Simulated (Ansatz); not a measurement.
AlAs (zinc blende)

```yaml
crystal:
  lattice:
    - [0.00000, 2.83713, 2.83713]
    - [2.83713, 0.00000, 2.83713]
    - [2.83713, 2.83713, 0.00000]
  atoms:
    - { symbol: As, position: [0.75000, 0.75000, 0.75000] }
    - { symbol: Al, position: [0.00000, 0.00000, 0.00000] }
```

This relaxed cell (volume V₀) is scaled evenly in all directions, its shape held. Symmetry pins the atoms to their sites.

Method: PBEsol (plane waves to 420 eV, PAW, scalar-relativistic; Ansatz, a program for electronic structure). k mesh 10×10×10 (Γ-centred), Fermi-Dirac smearing 0.05 eV. E stands for the smeared free energy. Stress and pressure are positive under compression. AlAs was relaxed with its symmetry unable to fall. The PAW data are Ansatz's earlier set. The zero of ΔE is the relaxed starting cell.

| V (Å³/atom) | ΔE (meV/atom) |
|---|---|
| 19.183 | 178.2 |
| 19.792 | withheld |
| 20.401 | 71.4 |
| 21.010 | 38.2 |
| 21.619 | 16.2 |
| 22.228 | 3.9 |
| 22.837 | 0.0 |
| 23.446 | 3.5 |
| 24.055 | 13.3 |
| 24.664 | 28.7 |
| 25.273 | 48.8 |
| 25.882 | 73.1 |
| 26.491 | 101.0 |

**Question.** Fit a third-order Birch-Murnaghan form (E₀, V₀, B₀, B₀′ free) to the given rows and predict ΔE at V = 19.792.

**Answer.** Least squares on the 12 given rows: ΔE = E₀ + (9V₀B₀/16)·y²·[2 + (B₀′ − 4)y], y = (V₀/V)^(2/3) − 1, with V₀ = 22.841 Å³/atom, B₀ = 71.90 GPa (160.2 GPa = 1 eV/Å³; the term in eV is multiplied by 1000), B₀′ = 4.24, E₀ = 0.08 meV/atom; root-mean-square residual 0.05 meV/atom. At 19.792 the fit gives 117.3 meV/atom; the calculation gives 117.4 meV/atom, so the interpolation is off by -0.1 (-0.1 %). For the pressure the fit gives 14.0 GPa against the computed 14.0 GPa.

(A scan under strain: stresses follow from slopes of the energy per volume, elastic moduli from its curvatures.)
